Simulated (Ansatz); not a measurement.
CuCl:
```
CuCl
1.0
    0.00000     2.60388     2.60388
    2.60388     0.00000     2.60388
    2.60388     2.60388     0.00000
Cu Cl
1 1
Direct
  0.00000   0.00000   0.00000
  0.75000   0.75000   0.75000
```

Relaxed with LDA. Special points in fractions of this cell's reciprocal vectors: Γ (0.000, 0.000, 0.000); X (0.500, 0.000, 0.500); U (0.625, 0.250, 0.625); K (0.375, 0.375, 0.750); L (0.500, 0.500, 0.500); W (0.500, 0.250, 0.750).

**Question.** List the band energies nearest the valence-band maximum at these points for plane-wave PAW LDA (Ansatz code).

**Answer.** In eV from the valence-band maximum; about four levels below and three above (degenerate sets whole), none deeper than 8.9 eV; … stands for higher levels left out; points with the same levels are listed once.

```json
[
 {"k": "Γ", "below": "-1.98 -1.98 0.00 0.00 0.00", "above": "0.63 …"},
 {"k": "X", "below": "-1.83 -1.74 -1.49 -1.49", "above": "3.22 4.51 9.26"},
 {"k": "U", "below": "-1.89 -1.79 -1.38 -1.19", "above": "4.08 5.42 8.25"},
 {"k": "L", "below": "-1.89 -1.89 -1.82 -0.75 -0.75", "above": "2.94 7.03 7.03"},
 {"k": "W", "below": "-2.10 -1.76 -1.50 -1.08", "above": "5.00 5.71 7.56"}
]
```

Space group F-43m (zinc blende). The LDA relaxation kept the symmetry of its start; phonons on a q-mesh show no instability. The run is not spin-polarised.

Potentials: the later of the program's two PAW sets.
